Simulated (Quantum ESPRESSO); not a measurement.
## Al3Au3AgMo (input and log of a self-consistent run)

A calculation, not a measurement. The program is pw.x of Quantum ESPRESSO 7.5 (plane-wave density functional theory). The cell is made up: eight metal atoms on a face-centred cubic lattice, with elements, volume, strain and displacements drawn at random and not relaxed, so it may be unstable or far from any real phase. PseudoDojo standard norm-conserving files set the functional (PBE unless stated); there is no spin polarisation or spin-orbit coupling, the Fermi-Dirac width of 0.25 eV means electrons at about 2900 K, and the masses in the input are unused placeholders. Heavy elements are run without spin-orbit coupling, which real alloys of them have. A spin test at this wide smearing found no moment, but such smearing suppresses magnetism that the real alloy may have.

Input:

```
&control calculation='scf', pseudo_dir='./dojo.nc.sr.pbe.v0_5.standard.upf', outdir='./o', disk_io='medium', tprnfor=.true., tstress=.true. /
&system ibrav=0, nat=8, ntyp=4, nbnd=60, ecutwfc=82.02448710, nosym=.true., tot_charge=0,
 occupations='smearing', smearing='fd', degauss=0.0183746611
/
&electrons conv_thr=1.470e-08, electron_maxstep=70, mixing_beta=0.5 /
ATOMIC_SPECIES
Ag 1.0 Ag.upf
Al 1.0 Al.upf
Au 1.0 Au.upf
Mo 1.0 Mo.upf
CELL_PARAMETERS angstrom
-2.1146 -4.1827 -1.999
-4.1066 2.0063 2.0463
0.0721 4.2311 -4.1668
ATOMIC_POSITIONS angstrom
Al -0.0275 -0.1623 0.0615
Au -0.095 2.061 -2.1107
Au -1.9662 1.9563 -0.0425
Au -2.0057 4.3185 -2.0857
Al -2.0924 0.0399 -2.0518
Al -2.0712 2.3208 -4.1885
Ag -4.1247 -0.1965 -0.0849
Mo -3.9906 2.0721 -1.9498
K_POINTS automatic
5 5 4 1 1 1
```

The log is shortened where brackets say so; the opening notice, blank lines, dates and the lines on written files are dropped, and the path of the files is cut. It prints rydbergs, bohrs and kilobars, and counts compression as positive stress. Its total energy is the free energy E - TS of the whole cell.

```
     Program PWSCF v.7.5
     Parallel version (MPI & OpenMP), running on       1 processor cores
     Number of MPI processes:                 1
     Threads/MPI process:                     1
     [start-up lines left out]
     bravais-lattice index     =            0
     lattice parameter (alat)  =       9.6288  a.u.
     unit-cell volume          =     958.0171 (a.u.)^3
     number of atoms/cell      =            8
     number of atomic types    =            4
     number of electrons       =        99.00
     number of Kohn-Sham states=           60
     kinetic-energy cutoff     =      82.0245  Ry
     charge density cutoff     =     328.0979  Ry
     scf convergence threshold =      1.5E-08
     mixing beta               =       0.5000
     number of iterations used =            8  plain     mixing
     Exchange-correlation= PBE
                           (   1   4   3   4   0   0   0)
     [axes and pseudopotential details left out]
   Cartesian axes
     site n.     atom                  positions (alat units)
         1        Al     tau(   1) = (  -0.0053971  -0.0318526   0.0120698  )
         2        Au     tau(   2) = (  -0.0186445   0.4044871  -0.4142411  )
         3        Au     tau(   3) = (  -0.3858818   0.3839389  -0.0083410  )
         4        Au     tau(   4) = (  -0.3936340   0.8475387  -0.4093346  )
         5        Al     tau(   5) = (  -0.4106495   0.0078307  -0.4026815  )
         6        Al     tau(   6) = (  -0.4064889   0.4554748  -0.8220252  )
         7        Ag     tau(   7) = (  -0.8095040  -0.0385646  -0.0166623  )
         8        Mo     tau(   8) = (  -0.7831858   0.4066655  -0.3826632  )
     number of k points=    50  Fermi-Dirac smearing, width (Ry)=  0.0184
                       cart. coord. in units 2pi/alat
        k(    1) = (  -0.1743988   0.0274991  -0.1279496), wk =   0.0400000
        k(    2) = (  -0.2152121   0.1399862  -0.3201436), wk =   0.0400000
     [further k points left out]
     Dense  grid:    96185 G-vectors     FFT dimensions: (  60,  60,  72)
     Estimated max dynamical RAM per process >     163.54 MB
     Initial potential from superposition of free atoms
     starting charge      98.9904, renormalised to      99.0000
     Starting wfcs are   62 randomized atomic wfcs
     total cpu time spent up to now is       22.3 secs
     per-process dynamical memory:    98.4 Mb
     Self-consistent Calculation
     iteration #  1     ecut=    82.02 Ry     beta= 0.50
     Davidson diagonalization with overlap
     ethr =  1.00E-02,  avg # of iterations =  4.9
     total cpu time spent up to now is       87.5 secs
     total energy              =   -1353.26087463 Ry
     estimated scf accuracy    <       1.07909108 Ry
     iteration #  2     ecut=    82.02 Ry     beta= 0.50
     Davidson diagonalization with overlap
     ethr =  1.09E-03,  avg # of iterations =  2.5
     total cpu time spent up to now is      157.0 secs
     total energy              =   -1353.54208483 Ry
     estimated scf accuracy    <       0.82590284 Ry
     iteration #  3     ecut=    82.02 Ry     beta= 0.50
     Davidson diagonalization with overlap
     ethr =  8.34E-04,  avg # of iterations =  2.0
     total cpu time spent up to now is      207.6 secs
     total energy              =   -1353.63343660 Ry
     estimated scf accuracy    <       0.44590765 Ry
     iteration #  4     ecut=    82.02 Ry     beta= 0.50
     Davidson diagonalization with overlap
     ethr =  4.50E-04,  avg # of iterations =  2.0
     total cpu time spent up to now is      255.8 secs
     total energy              =   -1353.68773222 Ry
     estimated scf accuracy    <       0.09081645 Ry
     iteration #  5     ecut=    82.02 Ry     beta= 0.50
     Davidson diagonalization with overlap
     ethr =  9.17E-05,  avg # of iterations =  3.0
     total cpu time spent up to now is      309.0 secs
     total energy              =   -1353.69454486 Ry
     estimated scf accuracy    <       0.00450865 Ry
     [iterations 6 to 7 left out]
     iteration #  8     ecut=    82.02 Ry     beta= 0.50
     Davidson diagonalization with overlap
     ethr =  1.13E-07,  avg # of iterations =  2.0
     total cpu time spent up to now is      472.4 secs
     total energy              =   -1353.69559525 Ry
     estimated scf accuracy    <       0.00001388 Ry
     iteration #  9     ecut=    82.02 Ry     beta= 0.50
     Davidson diagonalization with overlap
     ethr =  1.40E-08,  avg # of iterations =  2.0
     total cpu time spent up to now is      521.2 secs
     total energy              =   -1353.69559757 Ry
     estimated scf accuracy    <       0.00000687 Ry
     iteration # 10     ecut=    82.02 Ry     beta= 0.50
     Davidson diagonalization with overlap
     ethr =  6.94E-09,  avg # of iterations =  1.3
     total cpu time spent up to now is      559.3 secs
     total energy              =   -1353.69559807 Ry
     estimated scf accuracy    <       0.00000093 Ry
     iteration # 11     ecut=    82.02 Ry     beta= 0.50
     Davidson diagonalization with overlap
     ethr =  9.35E-10,  avg # of iterations =  2.0
     total cpu time spent up to now is      606.4 secs
     total energy              =   -1353.69559822 Ry
     estimated scf accuracy    <       0.00000003 Ry
     iteration # 12     ecut=    82.02 Ry     beta= 0.50
     Davidson diagonalization with overlap
     ethr =  3.23E-11,  avg # of iterations =  3.5
     total cpu time spent up to now is      660.3 secs
     End of self-consistent calculation
     [lines on levels left out]
!    total energy              =   -1353.69559822 Ry
     estimated scf accuracy    <          8.1E-09 Ry
     smearing contrib. (-TS)   =      -0.07979876 Ry
     internal energy E=F+TS    =   -1353.61579945 Ry
     The total energy is F=E-TS. E is the sum of the following terms:
     one-electron contribution =    -666.14623589 Ry
     hartree contribution      =     373.24702971 Ry
     xc contribution           =    -229.47086478 Ry
     ewald contribution        =    -831.24572850 Ry
     convergence has been achieved in  12 iterations
     Forces acting on atoms (cartesian axes, Ry/au):
     atom    1 type  2   force =     0.02301018    0.01176885    0.00896640
     atom    2 type  3   force =     0.01453483    0.01429797   -0.00588843
     atom    3 type  3   force =    -0.00021721    0.00369540    0.01098014
     atom    4 type  3   force =     0.00088133   -0.00715786    0.00999715
     atom    5 type  2   force =     0.00743663    0.00594319   -0.02628756
     atom    6 type  2   force =     0.00696251   -0.04445226    0.02196787
     atom    7 type  1   force =    -0.02274563    0.01665722    0.01867588
     atom    8 type  4   force =    -0.02986264   -0.00075250   -0.03841145
     Total force =     0.091022     Total SCF correction =     0.000392
     Computing stress (Cartesian axis) and pressure
          total   stress  (Ry/bohr**3)                   (kbar)     P=      -43.17
  -0.00042524  -0.00004946   0.00003282          -62.56       -7.28        4.83
  -0.00004946  -0.00024947  -0.00001084           -7.28      -36.70       -1.59
   0.00003282  -0.00001084  -0.00020564            4.83       -1.59      -30.25
     init_run     :     20.92s CPU     22.22s WALL (       1 calls)
     electrons    :    598.80s CPU    637.98s WALL (       1 calls)
     forces       :      7.53s CPU      7.61s WALL (       1 calls)
     stress       :     27.67s CPU     27.88s WALL (       1 calls)
     [timing details left out]
     PWSCF        :  10m55.17s CPU  11m37.42s WALL
     JOB DONE.
```

In other units: free energy -18417.967 eV for the cell, pressure -4.32 GPa, largest force component 1.143 eV/Å in size. The run took 698 s of wall time with one process on a shared machine (AMD EPYC, Zen 5, virtual cores), so the time is rough. A rerun of this cell at a higher cutoff and on a denser mesh moved values by no more than 0.009 eV in energy, 0.10 GPa in stress and 0.008 eV/Å in force, and a second program with other atomic files agreed on that cell to 2 % rms in force and 0.5 GPa in pressure.